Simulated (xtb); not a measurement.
xtb single point, GFN2-xTB, GBSA implicit dimethyl sulfoxide, on formamidinium, CH5N2 (SMILES NC=[NH2+]), charge +1, multiplicity 1.

```
xtb m.xyz --gfn 2 --chrg 1 --uhf 0 --norestart --sp --gbsa dmso

8

N     -1.152867    -0.340887    -0.000014
C      0.000030     0.265263    -0.000062
N      1.152903    -0.340918    -0.000037
H     -1.224697    -1.352149     0.000048
H     -2.020029     0.178644     0.000031
H      0.000009     1.352178     0.000042
H      1.224731    -1.352178     0.000018
H      2.020029     0.178688     0.000062
```

Output:

```

          ...................................................
          :                      SETUP                      :
          :.................................................:
          :  # basis functions                  17          :
          :  # atomic orbitals                  17          :
          :  # shells                           11          :
          :  # electrons                        18          :
          :  max. iterations                   250          :
          :  Hamiltonian                  GFN2-xTB          :
          :  restarted?                      false          :
          :  GBSA solvation                   true          :
          :  PC potential                    false          :
          :  electronic temp.          300.0000000     K    :
          :  accuracy                    1.0000000          :
          :  -> integral cutoff          0.2500000E+02      :
          :  -> integral neglect         0.1000000E-07      :
          :  -> SCF convergence          0.1000000E-05 Eh   :
          :  -> wf. convergence          0.1000000E-03 e    :
          :  Broyden damping             0.4000000          :
          :  net charge                          1          :
          :  unpaired electrons                  0          :
          ...................................................

 iter      E             dE          RMSdq      gap      omega  full diag
   1    -10.3145969 -0.103146E+02  0.446E+00    4.36       0.0  T
   2    -10.3502808 -0.356840E-01  0.300E+00    5.60       1.0  T
   3    -10.3563790 -0.609818E-02  0.158E+00    5.18       1.0  T
   4    -10.3568299 -0.450913E-03  0.122E-01    5.31       1.0  T
   5    -10.3568424 -0.125046E-04  0.417E-02    5.32       1.0  T
   6    -10.3568449 -0.244334E-05  0.176E-02    5.30       2.0  T
   7    -10.3568459 -0.102277E-05  0.250E-03    5.31      14.1  T
   8    -10.3568459  0.500204E-08  0.124E-03    5.31      28.5  T
   9    -10.3568459 -0.707491E-08  0.158E-04    5.31     223.3  T
  10    -10.3568459 -0.249756E-10  0.184E-05    5.31    1922.7  T

   *** convergence criteria satisfied after 10 iterations ***

         #    Occupation            Energy/Eh            Energy/eV
      -------------------------------------------------------------
         1        2.0000           -0.7377503             -20.0752
       ...           ...                  ...                  ...
         3        2.0000           -0.6401106             -17.4183
         4        2.0000           -0.6150920             -16.7375
         5        2.0000           -0.5960444             -16.2192
         6        2.0000           -0.5767849             -15.6951
         7        2.0000           -0.5554961             -15.1158
         8        2.0000           -0.5178564             -14.0916
         9        2.0000           -0.4731438             -12.8749 (HOMO)
        10                         -0.2780283              -7.5655 (LUMO)
        11                         -0.0300648              -0.8181
        12                          0.0317688               0.8645
        13                          0.0676913               1.8420
        14                          0.1884476               5.1279
       ...                                ...                  ...
        17                          0.4717829              12.8379
      -------------------------------------------------------------
                  HL-Gap            0.1951156 Eh            5.3094 eV
             Fermi-level           -0.3755861 Eh          -10.2202 eV


         :::::::::::::::::::::::::::::::::::::::::::::::::::::
         ::                     SUMMARY                     ::
         :::::::::::::::::::::::::::::::::::::::::::::::::::::
         :: total energy             -10.198809407461 Eh    ::
         :: total w/o Gsasa/hb       -10.178603672506 Eh    ::
         :: gradient norm              0.004498272668 Eh/a0 ::
         :: HOMO-LUMO gap              5.309364545935 eV    ::
         ::.................................................::
         :: SCC energy               -10.356845689550 Eh    ::
         :: -> isotropic ES            0.114957532603 Eh    ::
         :: -> anisotropic ES         -0.014145065715 Eh    ::
         :: -> anisotropic XC          0.010573707565 Eh    ::
         :: -> dispersion             -0.001937770396 Eh    ::
         :: -> Gsolv                  -0.103143805850 Eh    ::
         ::    -> Gelec               -0.082938070896 Eh    ::
         ::    -> Gsasa               -0.007610667891 Eh    ::
         ::    -> Ghb                 -0.017756805210 Eh    ::
         ::    -> Gshift               0.005161738145 Eh    ::
         :: repulsion energy           0.158036282089 Eh    ::
         :: add. restraining           0.000000000000 Eh    ::
         :: total charge               1.000000000000 e     ::
         :::::::::::::::::::::::::::::::::::::::::::::::::::::

[... lines cut ...]
         5        2.0000           -0.5960444             -16.2192
         6        2.0000           -0.5767849             -15.6951
         7        2.0000           -0.5554961             -15.1158
         8        2.0000           -0.5178564             -14.0916
         9        2.0000           -0.4731438             -12.8749 (HOMO)
        10                         -0.2780283              -7.5655 (LUMO)
        11                         -0.0300648              -0.8181
        12                          0.0317688               0.8645
        13                          0.0676913               1.8420
        14                          0.1884476               5.1279
        15                          0.2101425               5.7183
        16                          0.4208329              11.4514
        17                          0.4717829              12.8379
      -------------------------------------------------------------
                  HL-Gap            0.1951156 Eh            5.3094 eV
             Fermi-level           -0.3755861 Eh          -10.2202 eV

     #   Z          covCN         q      C6AA      α(0)
     1   7 N        2.641    -0.214    25.677     7.526
     2   6 C        2.746     0.133    25.077     8.200
     3   7 N        2.641    -0.214    25.677     7.526
     4   1 H        0.860     0.282     0.770     1.375
     5   1 H        0.860     0.292     0.737     1.344
     6   1 H        0.925     0.148     1.407     1.855
     7   1 H        0.860     0.282     0.770     1.375
     8   1 H        0.860     0.292     0.737     1.344

 Mol. C6AA /au·bohr⁶  :        390.878495
 Mol. C8AA /au·bohr⁸  :       8208.089252
 Mol. α(0) /au        :         30.544485

Wiberg/Mayer (AO) data.
largest (>0.10) Wiberg bond orders for each atom

 ---------------------------------------------------------------------------
     #   Z sym  total        # sym  WBO       # sym  WBO       # sym  WBO
 ---------------------------------------------------------------------------
     1   7 N    3.512 --     2 C    1.505     5 H    0.898     4 H    0.896
                             3 N    0.196
     2   6 C    3.942 --     3 N    1.505     1 N    1.505     6 H    0.931
     3   7 N    3.512 --     2 C    1.505     8 H    0.898     7 H    0.896
                             1 N    0.196
     4   1 H    0.921 --     1 N    0.896
     5   1 H    0.915 --     1 N    0.898
     6   1 H    0.978 --     2 C    0.931
     7   1 H    0.921 --     3 N    0.896
     8   1 H    0.915 --     3 N    0.898
 ---------------------------------------------------------------------------


molecular dipole:
                 x           y           z       tot (Debye)
 q only:        0.000      -0.522       0.000
   full:        0.000      -0.552       0.000       1.402
molecular quadrupole (traceless):
                xx          xy          yy          xz          yz          zz
 q only:        7.220      -0.000      -0.186       0.000      -0.000      -7.034
  q+dip:        7.490       0.000       1.272       0.000      -0.000      -8.762
   full:        7.277       0.000       0.656       0.000      -0.000      -7.933

           -------------------------------------------------
          | TOTAL ENERGY              -10.198809407461 Eh   |
          | GRADIENT NORM               0.004498272668 Eh/α |
          | HOMO-LUMO GAP               5.309364545935 eV   |
           -------------------------------------------------
```

The total energy is -277.52 eV, -2.75 eV from the same level's vacuum run.
